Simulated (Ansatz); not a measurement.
Ti (hcp (Mg type), P6_3/mmc) at seven volumes, plane-wave PAW r²SCAN (Ansatz code), shape and atoms relaxed at each. One row is withheld.

| V (Å³/atom) | P (GPa) |
|---|---|
| 15.749 | 12.93 |
| 16.269 | 8.03 |
| 16.788 | 3.75 |
| 17.307 | -0.01 |
| 17.826 | ? |
| 18.345 | -6.19 |
| 18.865 | -8.71 |

Problem. Fit the shown pressures and predict the withheld one.

Solution. P = (3/2)B₀(x^(7/2) − x^(5/2))[1 + (3/4)(B′ − 4)(x − 1)] with x = (V₀/V)^(2/3). Least squares on the six rows gives V₀ = 17.306 Å³/atom, B₀ = 117 GPa, B′ = 3.39. At V = 17.826, x = 0.9805 and P = -3.29 GPa. The run itself gave -3.31 GPa.

The r²SCAN relaxation kept the symmetry of its start; of distortions, only those at the zone centre were tested. No spin polarisation was allowed.

Potentials: the later of the program's two PAW sets.
